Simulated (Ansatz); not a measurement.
This cell of SiC (zinc blende) is off equilibrium:

```
SiC
1.0
    0.00000     2.19545     2.19545
    2.19545     0.00000     2.19545
    2.19545     2.19545     0.00000
C Si
1 1
Direct
  0.25000   0.25000   0.25000
  0.00000   0.00000   0.00000
```

The numbers are results of r2SCAN (plane waves to 500 eV, PAW, scalar-relativistic; Ansatz, a quantum-chemistry and plane-wave program), not measurements. k mesh 14×14×14 (Γ-centred), Fermi-Dirac smearing 0.05 eV. Energies are smeared free energies. Stress and pressure are positive under compression. SiC was relaxed with its symmetry unable to fall.

Q: What is the stress tensor (GPa)?

A: 
```
   -5.1      0.0      0.0
    0.0     -5.1      0.0
    0.0      0.0     -5.1
```
The pressure, a third of the trace, is -5.1 GPa.

Q: It is the relaxed cell scaled evenly to V/V₀ = 1.024, atoms relaxed where free. What is its energy relative to the relaxed cell?

A: 4.1 meV/atom.

(Under strain, the slope of the energy per volume gives the stress and its curvature an elastic modulus.)
